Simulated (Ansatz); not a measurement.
Relaxed-ion elastic tensor of Pt (bcc (W type), Im-3m) in GPa (Voigt order), r²SCAN (plane waves, PAW; program Ansatz); density 20.95 g/cm³, 15.46 Å³ per atom.

```
195  293  293  0.0  0.0  0.0
293  195  293  0.0  0.0  0.0
293  293  195  0.0  0.0  0.0
0.0  0.0  0.0  159  0.0  0.0
0.0  0.0  0.0  0.0  159  0.0
0.0  0.0  0.0  0.0  0.0  159
```

Task: Is the crystal mechanically stable?

Result: No: the smallest eigenvalue of C is -97.6 GPa.

The workflow started from a Materials Project entry (that database holds measured and hypothetical structures alike); the Crystallography Open Database copy checked does not list it. It is not the phase usual at ambient conditions (space group No. 225). Symmetry was held in the r²SCAN relaxation. At this level the phase is mechanically unstable. The run is not spin-polarised. As this level gives no gap, shear constants depend on the k-mesh and smearing (Fermi–Dirac, 0.1 eV here). On the denser mesh and wider smearing of the elastic run this cell carries a stress of 0.4 GPa. Scalar-relativistic: spin–orbit coupling is off unless named, which matters more the heavier the elements.

Potentials: the later of the program's two PAW sets.
